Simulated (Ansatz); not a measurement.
Ansatz (a first-principles code) input:

Ansatz 0.2 input:
```yaml
crystal:
  lattice:
    - [0.0, 4.964408136, 4.964408136]
    - [4.964408136, 0.0, 4.964408136]
    - [4.964408136, 4.964408136, 0.0]
  atoms:
    - { symbol: Tl, position: [0.75, 0.75, 0.75] }
    - { symbol: Tl, position: [0.25, 0.25, 0.25] }
    - { symbol: Sn, position: [0.0, 0.0, 0.0] }
    - { symbol: Cl, position: [0.7542501736, 0.7542501736, 0.2457498264] }
    - { symbol: Cl, position: [0.2457498264, 0.2457498264, 0.7542501736] }
    - { symbol: Cl, position: [0.2457498264, 0.7542501736, 0.7542501736] }
    - { symbol: Cl, position: [0.7542501736, 0.2457498264, 0.2457498264] }
    - { symbol: Cl, position: [0.7542501736, 0.2457498264, 0.7542501736] }
    - { symbol: Cl, position: [0.2457498264, 0.7542501736, 0.2457498264] }
kpoints:
  mp_grid: { grid: [5, 5, 5] }
hamiltonian:
  xc: r2scan
  dispersion: d4
  pseudopotentials: { kind: paw }
scf:
  occupations: { method: fixed }
checkpoint: { read: static.run }
output: { write_density: true, elf: true, volumetric_format: npy }
basis: { fft_grid_basis: typed }
```

Output (shortened):

```
Pseudopotentials: kind: paw
Pseudopotential: Tl, paw, valence charge 13
Pseudopotential: Sn, paw, valence charge 14
Pseudopotential: Cl, paw, valence charge 7
Functional definition: r2SCAN
Crystal: 9 atoms, lattice volume = 244.699 Å³
Basis set: ecut = 500 eV, 6183 PW (Γ), exchange–correlation on 216×216×216 points (64 copies of the dense FFT grid, shifted against one another)
Bands: 50, of which v1, the nominal top of the filled ones, is band 41 counted from 1 (40 counted from 0)
Symmetry: 48 space group operations
Space group: Fm-3m (ITA 225), of the structure as read, at distance tolerance 6.3e-5 Å
k-points: 10 of 125
PAW frozen core: Tl, regenerated for the run's functional
PAW frozen core: Sn, regenerated for the run's functional
PAW frozen core: Cl, regenerated for the run's functional
Initial density: read from a saved state, or passed on in memory by an earlier SCF of this step, an earlier step, the calling program or the single point that …
Stability of the state it starts from, as read at its close in the unpolarized treatment …
Initial wavefunctions: pseudopotential atomic-orbital guess
Eigensolver: davidson
Functional: x = r2scan, c = r2scan; τ floored in thin density (d = 2e-4 eV/Å³)
iter 1 solved again at ethr=1.82e-7 eV; its pass at ethr=3.10e-3 eV (dr2=1.49e-4 eV) is discarded
SCF iter   1: F=—  HF=-35469.140809 eV  |F-HF|=—  |Δ(HF+E_count)|=         —  Δρ=1.25e-6  dr2=1.20e-8  dr2_τ=2.97e-10  ethr=1.82e-7  ⟨swp⟩=3.1  Hψ=3301  notcnv=0  defer=68
all-band conjugate gradients solve this SCF's bands
preconditioner: auto → Resta (q_TF=auto, 2.274 Å⁻¹)
SCF iter   2: F=—  HF=-35469.140727 eV  |F-HF|=—  |Δ(HF+E_count)|=   8.18e-5  Δρ=7.80e-7  dr2=5.43e-9  dr2_τ=4.43e-10  ethr=1.47e-11  ⟨swp⟩=13.0  Hψ=2577  notcnv=0
SCF iter   3: F=-35469.140727 eV  HF=-35469.140727 eV  |F-HF|=1.43e-9  |Δ(HF+E_count)|=   1.01e-9  Δρ=4.57e-7  dr2=1.78e-9  dr2_τ=4.74e-11  ethr=6.62e-12  ⟨swp⟩=1.5  Hψ=1073  notcnv=0
SCF 1 converged in 3 iterations: F = -35469.140727 eV  dr2 = 1.78e-9
SCF converged after 3 iterations
Free energy (F): -35469.140727 eV
Harris-Foulkes:  -35469.140727 eV  (|F-HF|=1.43e-9)
Internal energy: -35469.140727 eV  (E = F + TS)
E sigma→0 (E₀):  -35469.140727 eV
Fermi energy:    2.914733 eV
--- Per-component energies (eV) ---
  E_band       = -389.003386
  E_kinetic    = 1815.188685
  E_local      = -4973.820502  (includes V_loc(G=0)·N_el)
  E_nonlocal   = 776.521961
  E_hartree    = 2021.256587
  E_xc         = -1434.580817
  E_vxc        = -1222.546151  (∫ρ·V_xc dr)
  E_paw        = -28545.298580  (= ΣΔE_a)
  E_vpaw       = -899.553759  (= ΣTr[D̂ρ^β])
  E_aug_tail   = 0.000256  (compensation charges beyond the density's cutoff)
  E_vtau       = 72.691325  (kinetic-family band-sum trace: ∫τ·v_τ [+ j·A + Jᵃ·Aᵃ] dr)
  E_ewald      = -5129.413252
  E_disp       = -0.991466  (pairwise vdW)
  E_core_change = 1.996401  (= ΣΔE_core)
  E_smearing   =  0.000000  (= −TS)
  E_closure    =  0.000000  (closes the sum)
  Σ components = -35469.140727   (vs F -35469.140727, Δ=0.00e0)
  [band-id]    e_kinetic+e_local+e_nonlocal+2·e_hartree+e_vxc+e_vpaw+e_augmentation_tail+e_vtau = -389.005010   (vs E_band -389.003386, Δ=-1.62e-3)
--- Band table (eV; the first three rows and the last of 10) ---
  k-point 0: bands = ["-18.2309", "-18.2309", "-18.0485", "-18.0485", "-18.0485", "-11.8337", "-10.9086", "-10.9086", "-10.9086", "-10.3553", "-10.3553", "-6.1626", "-6.1626", "-6.1588", "-6.1588", "-6.1588", "-6.1497", "-6.1497", "-6.1419", "-6.1419", "-6.1419", "-3.5136", "-0.5235", "-0.5235", "-0.5235", "0.3182", "0.3793", "0.3960", "0.3960", "0.3960", "2.1009", "2.1009", "2.1009", "2.2315", "2.2315", "2.2315", "2.2704", "2.2704", "2.9062", "2.9062", "2.9062", "5.8166", "10.0938", "10.0938", "10.0938", "10.0974", "10.0974", "10.0974", "10.5935", "10.5935"]
  k-point 1: bands = ["-18.2309", "-18.2309", "-18.0485", "-18.0485", "-18.0485", "-11.7886", "-10.9689", "-10.8840", "-10.8840", "-10.3843", "-10.3843", "-6.1657", "-6.1657", "-6.1617", "-6.1592", "-6.1592", "-6.1542", "-6.1542", "-6.1483", "-6.1458", "-6.1458", "-3.3955", "-0.6989", "-0.3721", "-0.3721", "-0.2631", "0.2392", "0.5188", "0.5188", "1.2997", "1.9383", "1.9383", "2.0712", "2.0712", "2.1643", "2.3045", "2.3085", "2.3085", "2.7980", "2.7980", "2.8253", "6.1597", "9.3335", "9.4426", "9.9124", "9.9124", "9.9966", "9.9966", "10.2767", "10.6768"]
  k-point 2: bands = ["-18.2310", "-18.2310", "-18.0485", "-18.0485", "-18.0485", "-11.6984", "-11.0833", "-10.8368", "-10.8368", "-10.4385", "-10.4385", "-6.1709", "-6.1709", "-6.1659", "-6.1659", "-6.1655", "-6.1596", "-6.1558", "-6.1558", "-6.1510", "-6.1510", "-3.1832", "-0.8995", "-0.5289", "-0.1151", "-0.0558", "-0.0558", "0.8030", "0.8030", "1.5103", "1.5103", "1.7884", "1.7884", "2.1499", "2.3237", "2.3853", "2.3853", "2.5394", "2.6379", "2.6540", "2.6540", "6.6889", "8.3769", "8.3984", "9.6788", "9.6788", "9.6942", "9.6942", "9.9504", "11.2568"]
  k-point 9: bands = ["-18.2312", "-18.2310", "-18.0485", "-18.0485", "-18.0485", "-11.6450", "-10.9996", "-10.9227", "-10.8790", "-10.5094", "-10.4010", "-6.1784", "-6.1737", "-6.1718", "-6.1699", "-6.1666", "-6.1630", "-6.1624", "-6.1536", "-6.1526", "-6.1524", "-3.0352", "-0.7497", "-0.7255", "-0.3014", "-0.1604", "0.0319", "1.1420", "1.2995", "1.3189", "1.5546", "1.6935", "1.9515", "2.0705", "2.1202", "2.1737", "2.2670", "2.4792", "2.5294", "2.6960", "2.7376", "6.9742", "8.2748", "8.6598", "8.8016", "9.2337", "9.3405", "9.3959", "10.6284", "11.0898"]
  band table: 50 of 50 bands, residual norms ≤ 1.0e-3 eV
```

Cost: about 19 core-seconds (a rough figure) on shared cores.

The first step of the workflow began from a Materials Project structure, measured or hypothetical; the Crystallography Open Database files this formula in space group No. 225, but the cells were not matched. Whether it is the stable phase at ambient conditions was not checked. The r²SCAN+D4 relaxation kept the symmetry of its start; whether a distortion lowers the energy is not shown. Spin–orbit coupling is left out wherever it is not named.

Potentials: the later of the program's two PAW sets.

Ansatz is a plane-wave DFT program.
